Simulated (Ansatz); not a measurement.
Consider the following.

ZrAl$_{3}$:
```yaml
crystal:
  lattice:
    - [4.03814, 0.00000, 0.00000]
    - [0.00000, 4.03814, 0.00000]
    - [0.00000, 0.00000, 4.03814]
  atoms:
    - { symbol: Zr, position: [0.00000, 0.00000, 0.00000] }
    - { symbol: Al, position: [0.00000, 0.50000, 0.50000] }
    - { symbol: Al, position: [0.50000, 0.00000, 0.50000] }
    - { symbol: Al, position: [0.50000, 0.50000, 0.00000] }
```

This is the LDA-relaxed structure.

All from LDA (plane waves, PAW; program Ansatz), unless another level is named. Give the formation energy from the elements (no fitted shifts).

-0.49 eV/atom.

Give the density of states at the Fermi level.

0.45 states/eV per atom (mean over ±0.08 eV).

Space group Pm-3m (Cu3Au type). The workflow started from a Materials Project entry (that database holds measured and hypothetical structures alike); the Crystallography Open Database copy checked does not list it. COD files the formula under space group No. 139, so this cell is another polymorph or a model. With Zr and Al taken as one species the cell has the higher symmetry Fm-3m, so it may be an ordered model of a mixed-site phase. Whether it is the stable phase at ambient conditions was not checked. The LDA relaxation kept the symmetry of its start; of distortions, only those at the zone centre were tested. No spin polarisation was allowed. The references are the lowest solids computed at this level, not always the standard phases. Scalar-relativistic: spin–orbit coupling is off unless named, which matters more the heavier the elements.

Potentials: the later of the program's two PAW sets.
